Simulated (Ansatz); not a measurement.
# OsF3 in the ReO3-type structure

The computed numbers are results of PBE, scalar-relativistic (collinear spin) in the plane-wave PAW code Ansatz at 420 eV, 10×10×10 k-mesh, Gaussian smearing of 0.05 eV; PAW files: Ansatz's generated set soft_2.

```
CELL_PARAMETERS angstrom
4.03017 0.00000 0.00000
0.00000 4.03017 0.00000
0.00000 0.00000 4.03017
ATOMIC_POSITIONS crystal
Os 0.00000 0.00000 0.00000
F 0.50000 0.00000 0.00000
F 0.00000 0.00000 0.50000
F 0.00000 0.50000 0.00000
```

This is a trial structure made by placing the elements on a prototype's sites, so it needn't be the stable form. The ideal cubic cell shuts out tilts of the octahedra, which such structures often take.

The geometry is fixed. Moments are started on Os in several ways. q is the propagation vector of an order in a doubled cell, in units of this cell's reciprocal vectors; doubled cells take an equivalent mesh or are counted from a ferromagnetic run in the same cell, unless said otherwise. Energies count from the first row, the state in which the cell was relaxed.

The starts:
- ferromagnetic
- no spin polarisation
- antiparallel, q = (0, 0, 1/2)
- antiparallel, q = (0, 1/2, 1/2)
- antiparallel, q = (1/2, 1/2, 1/2)
- small parallel moments

**Question.** Which start ends lowest, and how far above it lies the solution without spin polarisation?

**Answer.** Lowest, alike within 0.5 meV/atom: ferromagnetic; antiparallel, q = (0, 1/2, 1/2) (which ended parallel); antiparallel, q = (1/2, 1/2, 1/2) (which ended parallel); small parallel moments, though «antiparallel, q = (0, 0, 1/2)» and «no spin polarisation» lie within 1.2 meV/atom, too near to part. Without spin polarisation the energy is 1.2 meV/atom higher.

```json
{"start": "ferromagnetic", "largest typed moment (μB)": "0.15", "ΔE (meV/atom)": "0.0", "gap on the mesh (eV)": "metal", "P (GPa)": "0.0", "final spin moments (μB)": "Os 0.14"}
{"start": "no spin polarisation", "largest typed moment (μB)": "0.00", "ΔE (meV/atom)": "1.2", "gap on the mesh (eV)": "metal", "P (GPa)": "0.0", "final spin moments (μB)": "none"}
{"start": "antiparallel, q = (0, 0, 1/2)", "largest typed moment (μB)": "1.00", "ΔE (meV/atom)": "0.6", "gap on the mesh (eV)": "metal", "P (GPa)": "0.1", "final spin moments (μB)": "Os 0.19, -0.19"}
{"start": "antiparallel, q = (0, 1/2, 1/2)", "largest typed moment (μB)": "1.00", "ΔE (meV/atom)": "0.0", "gap on the mesh (eV)": "metal", "P (GPa)": "0.0", "final spin moments (μB)": "Os -0.14"}
{"start": "antiparallel, q = (1/2, 1/2, 1/2)", "largest typed moment (μB)": "1.00", "ΔE (meV/atom)": "0.0", "gap on the mesh (eV)": "metal", "P (GPa)": "0.0", "final spin moments (μB)": "Os 0.14"}
{"start": "small parallel moments", "largest typed moment (μB)": "0.50", "ΔE (meV/atom)": "0.0", "gap on the mesh (eV)": "metal", "P (GPa)": "0.0", "final spin moments (μB)": "Os 0.14"}
```

These starts lost their opposed signs and ended with parallel moments: antiparallel, q = (0, 1/2, 1/2); antiparallel, q = (1/2, 1/2, 1/2).

Only orders that fit these small cells were tried, so the real crystal's order may be another.

No spin–orbit coupling, a notable omission for heavy elements. So small a moment in a metal hangs on mesh and smearing, and semilocal functionals can overstate it, so the real crystal may have none. Site moments are of spin, integrated over atomic spheres.
